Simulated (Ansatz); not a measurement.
MgS: energy along a strain

MgS, F-43m, a = 5.666 Å (as given, not relaxed at this level: -0.4 GPa). This isn't the usual stable structure of the compound. Ansatz: PBEsol, PAW, 420 eV, Γ-centred 8×8×8 mesh on 2 atoms, Gaussian smearing 0.05 eV; no spin polarisation. Cell vectors (Å): 0.000 2.833 2.833; 2.833 0.000 2.833; 2.833 2.833 0.000. The cell is strained by x per cent times the pattern (1 1 0 0 0 0) in the order xx yy zz yz xz xy (engineering shears), with fractional coordinates held. y is the free energy over the start, V0 = 22.740 Å³/atom. Points with a strain past 8.5 % were computed too (3) and aren't used here.

```
x (%) y (meV/atom)
-7.50             ?
-5.00         40.46
-2.50          8.00
 0.00          0.00
 2.50         13.13
 5.00         44.49
 7.50         91.53
```

Q: Fit y = c1 x + c2 x² + c3 x³ to the other rows, get the stiffness along the pattern, and predict the missing energy.

A: Least squares on the rows shown. y = 1.1873 x + 1.6998 x² − 0.030867 x³. The clamped-ion stiffness p·C·p = 2 × 17.00 eV × 160.2 / 22.740 Å³ = 239 GPa (second derivative at the start, which stands under stress). At x = -7.50 the fit asked for gives 99.73 meV/atom. The run gave 101.19 meV/atom, so the fit is 1.46 meV/atom too low, 1.4 % of the span of the series, against an rms of 0.08 meV/atom on the fitted rows. The row lies outside the fitted range. With a term in x⁴ added, a fit to the same known rows predicts 101.08 meV/atom, so most of the miss is curvature that the known rows already hold.